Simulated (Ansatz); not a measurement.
**Ionic part of the dielectric constant of HCl at 6 GPa, mode by mode**

Theory: DFT PBEsol, scalar-relativistic, plane waves, PAW in Ansatz. Cutoff 420 eV, 8×8×8 k-points (Γ-centred), fixed occupations. No spin polarisation. Phonons by linear response, acoustic sum rule imposed.

It takes space group I4mm (No. 107, tetragonal). Conventional cell: a = 3.376 Å, b = 3.376 Å, c = 4.721 Å, α = 90.00°, β = 90.00°, γ = 90.00°. Around H (site symmetry 4mm) lie 1 Cl at 1.31 Å. Cl (site symmetry 4mm) is surrounded by 1 H at 1.31 Å.

The crystal is built of molecules and no dispersion correction was added, so the binding between them is poorly described, and with it their spacing and whatever depends on it. Other phases may be more stable at this pressure.

The primitive cell has V = 26.90 Å³ and ε∞,zz = 3.218. Each polar mode adds Δε = (4.92064×10⁷/V)·S/ν² along z, with S its oscillator strength in e²/amu, ν in cm⁻¹ and V in Å³.

**Question.** From these modes, find each Δε and ε0,zz.
```json
{"ν (cm⁻¹)": "2688.2", "S_zz (e²/amu)": "0.4427"}
```

**Answer.**
```json
{"ν (cm⁻¹)": "2688.2", "Δε": "0.11"}
```

The sum is 0.112, so ε0,zz = 3.33; the run's tensor has 3.33.

**Question.** Where do the longitudinal modes lie for a wave vector along z?

**Answer.** At 2735 cm⁻¹. The Lyddane–Sachs–Teller product Π(ν_LO/ν_TO)² = 1.03 matches ε0/ε∞ = 1.03.

Whether HCl exists in this form wasn't checked.